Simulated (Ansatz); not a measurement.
The start is a relaxed Sn cell, doubled along one cell vector, shaken by Gaussian noise of σ = 0.08 Å a coordinate. A full variable-cell relaxation at zero pressure is run with r2SCAN (plane waves to 500 eV, PAW, scalar-relativistic; Ansatz, an electronic-structure program). The first steps use a coarse 11×11×6 k-mesh.

Starting cell:
```yaml
crystal:
  lattice:
    - [3.05503, 0.00000, 0.00000]
    - [0.00000, 3.05503, 0.00000]
    - [0.00000, 0.00000, 6.11006]
  atoms:
    - { symbol: Sn, position: [0.99970, 0.03091, 0.99924] }
    - { symbol: Sn, position: [0.99561, 0.98765, 0.53510] }
```

Which atoms feel the largest initial force, and how large is it?

0.85 eV/Å, on Sn1, Sn2 (atoms numbered as listed).

How much energy is released per atom?

0.06 eV/atom.

Does it find its way back to the structure it was made from?

It does not go back: it reaches P6/mmm (No. 191), AFLOW prototype A_hP1_191_a (A_f, as in Sn), 0.01 eV/atom below the parent.

What band gap does the relaxed structure have at this level?

No gap (metallic).

Give the final cell and atomic positions.


```cif
data_Sn
_chemical_formula_sum 'Sn1'
_space_group_name_H-M_alt 'P6/mmm'
_space_group_IT_number 191
_space_group_name_Hall '-P 6 2'
_cell_length_a 3.23380
_cell_length_b 3.23380
_cell_length_c 3.04956
_cell_angle_alpha 90.000
_cell_angle_beta 90.000
_cell_angle_gamma 120.000
loop_
_atom_site_label
_atom_site_type_symbol
_atom_site_symmetry_multiplicity
_atom_site_Wyckoff_symbol
_atom_site_fract_x
_atom_site_fract_y
_atom_site_fract_z
_atom_site_occupancy
Sn1 Sn 1 a 0.00000 0.00000 0.00000 1
```

Final values are on a 17×17×15 k-mesh of the relaxed cell. No spin polarisation in the result.

The run could not lose the symmetry of its start, so the end can be a saddle point.

The relaxed structure here is a generated cell of Sn: the first start was made by placing the elements on the sites of a structure type, and the end was not matched to a known phase here, so it may be hypothetical. Known forms of Sn include space group No. 141, 227.
